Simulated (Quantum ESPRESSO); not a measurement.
Hf3NbNO7, one run as intended and one with a planted mistake

Computed values, not a measurement. The program is pw.x of Quantum ESPRESSO 7.5 (plane-wave density functional theory). The cell is made up: 12 atoms on a rutile lattice, with randomly drawn elements, strain and displacements, not relaxed. PseudoDojo standard norm-conserving files (v0.5 for PBE, v0.4.1 for LDA and PBEsol) set the functional; there is no spin polarisation, spin-orbit coupling or dispersion term, and the masses in the input are unused placeholders.

The hafnium pseudopotential is less sure than the others, with forces about 3 percent (worst 6) and pressure in oxides about 1.5 GPa (worst 2.7) from a second method in checks, which no rerun with the same files tests.

Intended input:

```
&control calculation='scf', pseudo_dir='./dojo.nc.sr.pbe.v0_5.standard.upf', outdir='./o', disk_io='low', tprnfor=.true., tstress=.true. /
&system ibrav=0, nat=12, ntyp=4, nbnd=54, ecutwfc=84.00895049, nosym=.true., tot_charge=0,
 occupations='smearing', smearing='fd', degauss=0.0018374661
/
&electrons conv_thr=7.350e-09, electron_maxstep=60, /
ATOMIC_SPECIES
Hf 1.0 Hf.upf
N 1.0 N.upf
Nb 1.0 Nb.upf
O 1.0 O.upf
CELL_PARAMETERS angstrom
4.8019 -0.0559 -0.0504
-0.0559 4.8056 0.0066
-0.0666 0.0087 6.1907
ATOMIC_POSITIONS angstrom
Hf -0.0795 -0.1162 0.0133
Hf 2.4242 2.3067 1.7227
Hf -0.0858 -0.0099 3.1012
Nb 2.2797 2.2905 4.6247
N 1.4044 1.4035 0.026
O 3.2303 3.3813 -0.1439
O 3.8684 0.7943 1.5401
O 0.9354 3.9788 1.568
O 1.495 1.3718 3.151
O 3.1799 3.4255 3.1032
O 3.7126 0.9022 4.6609
O 0.8326 3.7865 4.6763
K_POINTS automatic
5 5 4 1 1 1
```

The log is shortened where brackets say so; the opening notice, blank lines, dates and the lines on written files are dropped, and the path of the files is cut. It prints rydbergs, bohrs and kilobars, and counts compression as positive stress. Where no state is partly filled, the Fermi energy that it prints is only some level between the filled and the empty states on the mesh, and need not lie in the true gap.

Log of the intended run:

```
     Program PWSCF v.7.5
     Parallel version (MPI & OpenMP), running on       4 processor cores
     Number of MPI processes:                 4
     Threads/MPI process:                     1
     [start-up lines left out]
     bravais-lattice index     =            0
     lattice parameter (alat)  =       9.0754  a.u.
     unit-cell volume          =     963.8036 (a.u.)^3
     number of atoms/cell      =           12
     number of atomic types    =            4
     number of electrons       =        96.00
     number of Kohn-Sham states=           54
     kinetic-energy cutoff     =      84.0090  Ry
     charge density cutoff     =     336.0358  Ry
     scf convergence threshold =      7.3E-09
     mixing beta               =       0.7000
     number of iterations used =            8  plain     mixing
     Exchange-correlation= PBE
                           (   1   4   3   4   0   0   0)
     [axes and pseudopotential details left out]
   Cartesian axes
     site n.     atom                  positions (alat units)
         1        Hf     tau(   1) = (  -0.0165539  -0.0241958   0.0027694  )
         2        Hf     tau(   2) = (   0.5047798   0.4803134   0.3587098  )
         3        Hf     tau(   3) = (  -0.0178657  -0.0020614   0.6457484  )
         4        Nb     tau(   4) = (   0.4746913   0.4769401   0.9629797  )
         5        N      tau(   5) = (   0.2924316   0.2922442   0.0054139  )
         6        O      tau(   6) = (   0.6726303   0.7040723  -0.0299636  )
         7        O      tau(   7) = (   0.8054988   0.1653934   0.3206878  )
         8        O      tau(   8) = (   0.1947740   0.8284869   0.3264973  )
         9        O      tau(   9) = (   0.3112969   0.2856435   0.6561180  )
        10        O      tau(  10) = (   0.6621357   0.7132758   0.6461648  )
        11        O      tau(  11) = (   0.7730573   0.1878609   0.9705174  )
        12        O      tau(  12) = (   0.1733684   0.7884452   0.9737241  )
     number of k points=    50  Fermi-Dirac smearing, width (Ry)=  0.0018
                       cart. coord. in units 2pi/alat
        k(    1) = (   0.1022158   0.1009898   0.0979276), wk =   0.0400000
        k(    2) = (   0.1042487   0.1007470   0.2918895), wk =   0.0400000
     [further k points left out]
     Dense  grid:   100309 G-vectors     FFT dimensions: (  54,  54,  72)
     Estimated max dynamical RAM per process >     306.74 MB
     Estimated total dynamical RAM >       1.13 GB
     Initial potential from superposition of free atoms
     starting charge      95.9921, renormalised to      96.0000
     Starting wfcs are   72 randomized atomic wfcs
     total cpu time spent up to now is        4.1 secs
     per-process dynamical memory:   233.7 Mb
     Self-consistent Calculation
     iteration #  1     ecut=    84.01 Ry     beta= 0.70
     Davidson diagonalization with overlap
     ethr =  1.00E-02,  avg # of iterations =  2.0
     total cpu time spent up to now is       10.3 secs
     total energy              =    -713.71794844 Ry
     estimated scf accuracy    <       5.72407418 Ry
     iteration #  2     ecut=    84.01 Ry     beta= 0.70
     Davidson diagonalization with overlap
     ethr =  5.96E-03,  avg # of iterations =  5.9
     total cpu time spent up to now is       19.8 secs
     total energy              =    -711.46215995 Ry
     estimated scf accuracy    <      28.13343706 Ry
     [iterations 3 to 15 left out]
     iteration # 16     ecut=    84.01 Ry     beta= 0.70
     Davidson diagonalization with overlap
     ethr =  5.31E-11,  avg # of iterations =  5.2
     total cpu time spent up to now is      124.8 secs
     total energy              =    -716.65567428 Ry
     estimated scf accuracy    <       0.00000003 Ry
     iteration # 17     ecut=    84.01 Ry     beta= 0.70
     Davidson diagonalization with overlap
     ethr =  2.77E-11,  avg # of iterations =  2.0
     total cpu time spent up to now is      131.1 secs
     End of self-consistent calculation
     [lines on levels left out]
     the Fermi energy is    11.9038 ev
!    total energy              =    -716.65567428 Ry
     estimated scf accuracy    <          5.0E-09 Ry
     smearing contrib. (-TS)   =      -0.00000000 Ry
     internal energy E=F+TS    =    -716.65567428 Ry
     The total energy is F=E-TS. E is the sum of the following terms:
     one-electron contribution =    -168.53875394 Ry
     hartree contribution      =     136.71671806 Ry
     xc contribution           =    -177.15776244 Ry
     ewald contribution        =    -507.67587596 Ry
     convergence has been achieved in  17 iterations
     Forces acting on atoms (cartesian axes, Ry/au):
     atom    1 type  1   force =     0.10994752    0.05238082   -0.01008324
     atom    2 type  1   force =    -0.05033026   -0.01113103   -0.27498809
     atom    3 type  1   force =     0.06656031   -0.02450209    0.05021770
     atom    4 type  3   force =    -0.07560881   -0.03071032    0.31344196
     atom    5 type  2   force =     0.07281236    0.08645332   -0.08133461
     atom    6 type  4   force =    -0.05276295   -0.08136097    0.02759274
     atom    7 type  4   force =    -0.06938483    0.09033373    0.00208637
     atom    8 type  4   force =     0.01458037   -0.07552442    0.05180511
     atom    9 type  4   force =    -0.04169200   -0.01230154   -0.01781152
     atom   10 type  4   force =     0.01082547   -0.01080277    0.04295732
     atom   11 type  4   force =     0.01312988    0.02822484   -0.05683051
     atom   12 type  4   force =     0.00192293   -0.01105957   -0.04705323
     Total force =     0.517327     Total SCF correction =     0.000156
     Computing stress (Cartesian axis) and pressure
          total   stress  (Ry/bohr**3)                   (kbar)     P=      178.48
   0.00104155   0.00063401   0.00042594          153.22       93.27       62.66
   0.00063401   0.00099768   0.00011683           93.27      146.76       17.19
   0.00042594   0.00011683   0.00160067           62.66       17.19      235.47
     init_run     :      3.90s CPU      4.05s WALL (       1 calls)
     electrons    :    126.70s CPU    126.97s WALL (       1 calls)
     forces       :      1.53s CPU      1.54s WALL (       1 calls)
     stress       :      5.25s CPU      5.37s WALL (       1 calls)
     [timing details left out]
     PWSCF        :   2m17.49s CPU   2m18.06s WALL
     JOB DONE.
```

A second run has one planted mistake: the self-consistency threshold is too loose. The input lines that differ, file-writing options aside:

```
- &electrons conv_thr=7.350e-09, electron_maxstep=60, /
+ &electrons conv_thr=3.675e-02, electron_maxstep=60, /
```

Its log:

```
     Program PWSCF v.7.5
     Parallel version (MPI & OpenMP), running on       4 processor cores
     Number of MPI processes:                 4
     Threads/MPI process:                     1
     [start-up lines left out]
     bravais-lattice index     =            0
     lattice parameter (alat)  =       9.0754  a.u.
     unit-cell volume          =     963.8036 (a.u.)^3
     number of atoms/cell      =           12
     number of atomic types    =            4
     number of electrons       =        96.00
     number of Kohn-Sham states=           54
     kinetic-energy cutoff     =      84.0090  Ry
     charge density cutoff     =     336.0358  Ry
     scf convergence threshold =      3.7E-02
     mixing beta               =       0.7000
     number of iterations used =            8  plain     mixing
     Exchange-correlation= PBE
                           (   1   4   3   4   0   0   0)
     [axes and pseudopotential details left out]
   Cartesian axes
     site n.     atom                  positions (alat units)
         1        Hf     tau(   1) = (  -0.0165539  -0.0241958   0.0027694  )
         2        Hf     tau(   2) = (   0.5047798   0.4803134   0.3587098  )
         3        Hf     tau(   3) = (  -0.0178657  -0.0020614   0.6457484  )
         4        Nb     tau(   4) = (   0.4746913   0.4769401   0.9629797  )
         5        N      tau(   5) = (   0.2924316   0.2922442   0.0054139  )
         6        O      tau(   6) = (   0.6726303   0.7040723  -0.0299636  )
         7        O      tau(   7) = (   0.8054988   0.1653934   0.3206878  )
         8        O      tau(   8) = (   0.1947740   0.8284869   0.3264973  )
         9        O      tau(   9) = (   0.3112969   0.2856435   0.6561180  )
        10        O      tau(  10) = (   0.6621357   0.7132758   0.6461648  )
        11        O      tau(  11) = (   0.7730573   0.1878609   0.9705174  )
        12        O      tau(  12) = (   0.1733684   0.7884452   0.9737241  )
     number of k points=    50  Fermi-Dirac smearing, width (Ry)=  0.0018
                       cart. coord. in units 2pi/alat
        k(    1) = (   0.1022158   0.1009898   0.0979276), wk =   0.0400000
        k(    2) = (   0.1042487   0.1007470   0.2918895), wk =   0.0400000
     [further k points left out]
     Dense  grid:   100309 G-vectors     FFT dimensions: (  54,  54,  72)
     Estimated max dynamical RAM per process >     306.74 MB
     Estimated total dynamical RAM >       1.13 GB
     Initial potential from superposition of free atoms
     starting charge      95.9921, renormalised to      96.0000
     Starting wfcs are   72 randomized atomic wfcs
     total cpu time spent up to now is        4.2 secs
     per-process dynamical memory:   241.0 Mb
     Self-consistent Calculation
     iteration #  1     ecut=    84.01 Ry     beta= 0.70
     Davidson diagonalization with overlap
     ethr =  1.00E-02,  avg # of iterations =  2.0
     total cpu time spent up to now is       10.7 secs
     total energy              =    -713.71794844 Ry
     estimated scf accuracy    <       5.72407418 Ry
     iteration #  2     ecut=    84.01 Ry     beta= 0.70
     Davidson diagonalization with overlap
     ethr =  5.96E-03,  avg # of iterations =  5.9
     total cpu time spent up to now is       20.5 secs
     total energy              =    -711.46215995 Ry
     estimated scf accuracy    <      28.13343706 Ry
     [iterations 3 to 4 left out]
     iteration #  5     ecut=    84.01 Ry     beta= 0.70
     Davidson diagonalization with overlap
     ethr =  5.24E-04,  avg # of iterations =  2.3
     total cpu time spent up to now is       42.9 secs
     total energy              =    -716.62789988 Ry
     estimated scf accuracy    <       0.21387498 Ry
     iteration #  6     ecut=    84.01 Ry     beta= 0.70
     Davidson diagonalization with overlap
     ethr =  2.23E-04,  avg # of iterations =  7.6
     total cpu time spent up to now is       51.3 secs
     End of self-consistent calculation
     [lines on levels left out]
     the Fermi energy is    12.0728 ev
!    total energy              =    -716.64293434 Ry
     estimated scf accuracy    <       0.01659425 Ry
     smearing contrib. (-TS)   =      -0.00000000 Ry
     internal energy E=F+TS    =    -716.64293434 Ry
     The total energy is F=E-TS. E is the sum of the following terms:
     one-electron contribution =    -168.32766409 Ry
     hartree contribution      =     136.55130535 Ry
     xc contribution           =    -177.19069964 Ry
     ewald contribution        =    -507.67587596 Ry
     convergence has been achieved in   6 iterations
     Forces acting on atoms (cartesian axes, Ry/au):
     atom    1 type  1   force =     0.11492746    0.05611341   -0.00255260
     atom    2 type  1   force =    -0.05366026   -0.01309289   -0.28898278
     atom    3 type  1   force =     0.06820186   -0.02372592    0.04590874
     atom    4 type  3   force =    -0.07368385   -0.02804482    0.31400499
     atom    5 type  2   force =     0.06630888    0.07984818   -0.07370484
     atom    6 type  4   force =    -0.05068019   -0.07547972    0.03920487
     atom    7 type  4   force =    -0.07257559    0.09204788   -0.00482951
     atom    8 type  4   force =     0.01756698   -0.07578938    0.04724981
     atom    9 type  4   force =    -0.04359652   -0.01636405   -0.02608832
     atom   10 type  4   force =     0.00952224   -0.01072967    0.03621174
     atom   11 type  4   force =     0.02018207    0.02092208   -0.04827757
     atom   12 type  4   force =    -0.00251309   -0.00570510   -0.03814453
     Total force =     0.521684     Total SCF correction =     0.361936
     SCF correction compared to forces is large: reduce conv_thr to get better values
     Computing stress (Cartesian axis) and pressure
          total   stress  (Ry/bohr**3)                   (kbar)     P=      151.42
   0.00083055   0.00056423   0.00045609          122.18       83.00       67.09
   0.00056423   0.00081937   0.00015066           83.00      120.53       22.16
   0.00045609   0.00015066   0.00143803           67.09       22.16      211.54
     init_run     :      3.99s CPU      4.12s WALL (       1 calls)
     electrons    :     46.95s CPU     47.17s WALL (       1 calls)
     forces       :      1.62s CPU      1.64s WALL (       1 calls)
     stress       :      5.50s CPU      5.63s WALL (       1 calls)
     [timing details left out]
     PWSCF        :     58.15s CPU     58.70s WALL
     JOB DONE.
```

```
                                            intended run  run with the mistake
                          free energy (eV)     -9750.597             -9750.424
                    smearing term -TS (eV)        0.0000                0.0000
                            pressure (GPa)         17.85                 15.14
            largest force component (eV/Å)         8.059                 8.073
largest change of a force component (eV/Å)                               0.360
                                iterations            17                     6
```

For scale, a rerun of the intended cell at 1467 eV and a 7 x 7 x 6 mesh moved values by no more than 0.005 eV in energy, 0.04 GPa in stress and 0.002 eV/Å in force.